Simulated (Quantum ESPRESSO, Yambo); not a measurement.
For K2TiF6 (space group P-3m1, No. 164), Yambo gives the independent-particle static dielectric constant along x as 2.75 on LDA bands and 2.23 after a scissor of 4.53 eV widens every gap (3×3×4 mesh, 111 bands, 3 Ry local-field block, 0.2 eV broadening). Axes are Cartesian, with cell vectors (Å) (5.69, 0.00, 0.00), (-2.84, 4.92, 0.00), (0.00, 0.00, 4.59).

A scissor keeps the position matrix elements. In a one-oscillator model, how does ε − 1 scale, and what mean transition energy do the two values imply?

Each transition adds |r|²/E to ε − 1, so ε − 1 ∝ 1/(E0 + Δ). Then (2.23 − 1)/(2.75 − 1) = E0/(E0 + Δ) = 0.703, and E0 = Δ(ε' − 1)/(ε − ε') = 10.7 eV. The computed Im ε, weighted by 1/E up to 20 eV, has its mean at 9.6 eV; the smallest direct LDA gap is 4.93 eV. The scissor comes from a G0W0 run whose convergence isn't established. Convergence of the RPA response with its 3×3×4 mesh was not tested.

Bands from Quantum ESPRESSO.

Geometry of the Materials Project entry, not relaxed at this level; primitive cell a = 5.685 Å, b = 5.685 Å, c = 4.590 Å, α = 90.00°, β = 90.00°, γ = 120.00°.
